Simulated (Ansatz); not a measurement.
The relaxed structure here is a generated cell of Ba: the first start was made by placing the elements on the sites of a structure type, and the end was not matched to a known phase here, so it may be hypothetical. Known forms of Ba include space group No. 229.

A relaxed structure of Ba. Space group P6₃/mmc (No. 194), AFLOW prototype A_hP4_194_ac (A3', as in La). Calculation: r2SCAN (plane waves to 500 eV, PAW, scalar-relativistic; Ansatz, a first-principles code).

```cif
data_Ba4
_chemical_formula_sum 'Ba4'
_space_group_name_H-M_alt 'P63/mmc'
_space_group_IT_number 194
_space_group_name_Hall '-P 6c 2c'
_cell_length_a 4.54943
_cell_length_b 4.54943
_cell_length_c 14.93448
_cell_angle_alpha 90.000
_cell_angle_beta 90.000
_cell_angle_gamma 120.000
loop_
_atom_site_label
_atom_site_type_symbol
_atom_site_symmetry_multiplicity
_atom_site_Wyckoff_symbol
_atom_site_fract_x
_atom_site_fract_y
_atom_site_fract_z
_atom_site_occupancy
Ba1 Ba 2 a 0.00000 0.00000 0.00000 1
Ba2 Ba 2 c 0.33333 0.66667 0.25000 1
```

**Question.** Predict the band gap from r2SCAN.

**Answer.** No gap on the sampled points, where the bands overlap only slightly; such a result is sensitive to mesh and level.

No spin polarisation in the result.

The run could not lose the symmetry of its start, so the end can be a saddle point.

All atoms sit on sites fixed by symmetry, so only the cell could relax.
